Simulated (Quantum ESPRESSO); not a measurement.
# Si3PC3B: a curve over one atom's position

Computed values, not a measurement. The program is pw.x of Quantum ESPRESSO 7.5 (plane-wave density functional theory). The cell is made up: 8 atoms on a wurtzite lattice, with randomly drawn elements, strain and displacements, not relaxed. PseudoDojo standard norm-conserving files (v0.5 for PBE, v0.4.1 for LDA and PBEsol) set the functional; there is no spin polarisation, spin-orbit coupling or dispersion term, and the masses in the input are unused placeholders.

Seven runs move atom 6 (C, counted in the order of the input) along z and keep all else fixed.

Input of the run at +0.0546:

```
&control calculation='scf', pseudo_dir='./dojo.nc.sr.pbe.v0_5.standard.upf', outdir='./o', disk_io='medium', tprnfor=.true., tstress=.true. /
&system ibrav=0, nat=8, ntyp=4, nbnd=22, ecutwfc=82.02448710, nosym=.true., tot_charge=0,
 occupations='smearing', smearing='fd', degauss=0.0018374661
/
&electrons conv_thr=7.350e-09, electron_maxstep=60, /
ATOMIC_SPECIES
B 1.0 B.upf
C 1.0 C.upf
P 1.0 P.upf
Si 1.0 Si.upf
CELL_PARAMETERS angstrom
3.178 -0.0074 0.0131
-0.0128 5.5135 0.0478
0.0214 0.0451 5.0876
ATOMIC_POSITIONS angstrom
Si -0.0746 -0.0496 0.1088
P 1.6399 2.7787 0.096
Si 1.5653 0.8923 2.6111
Si -0.114 3.6929 2.5879
C 0.0304 -0.0886 1.8901
C 1.4669 2.8644 2.1084
C 1.6165 1.054 4.4807
B -0.03 3.6578 4.4136
K_POINTS automatic
6 4 4 1 1 1
```

```
shift of atom 6 along z (Å)  free energy less that of the input shown (eV)  Fx on atom 6 (eV/Å)  Fy on atom 6 (eV/Å)  Fz on atom 6 (eV/Å)  pressure (GPa)  next band up at Gamma (eV)  iterations
                    -0.1601                                        -0.3753                0.830               -2.192                0.438           -2.05                       1.490          12
                    -0.1462                                        -0.3789                0.848               -2.242                0.089           -2.09                       1.500          12
                    -0.1320                                        -0.3777                0.864               -2.291               -0.251           -2.12                       1.509          12
                    -0.1161                                        -0.3708                0.879               -2.346               -0.612           -2.13                       1.518          12
                    +0.0546                                         0.0000                0.920               -2.859               -3.443           -1.27                       1.600          12
                    +0.1299                                         0.2897                0.884               -3.033               -4.211           -0.50                       1.626          12
                    +0.1456                                         0.3569                0.873               -3.064               -4.342           -0.33                       1.631          12
```

A cubic fit gives dFz/dz = -14.59 eV/Å² at zero shift. Across the table the free energy follows the integral of the force to within 0.1 meV. A rerun of one of the cells at 1347 eV and a 8 x 6 x 6 mesh moved values by no more than 0.006 eV in energy, 0.15 GPa in stress and 0.012 eV/Å in force. The band column is the level of band 17 at Gamma less that of band 16, whose number is half the electron count, rounded up; it comes from a band step after each run.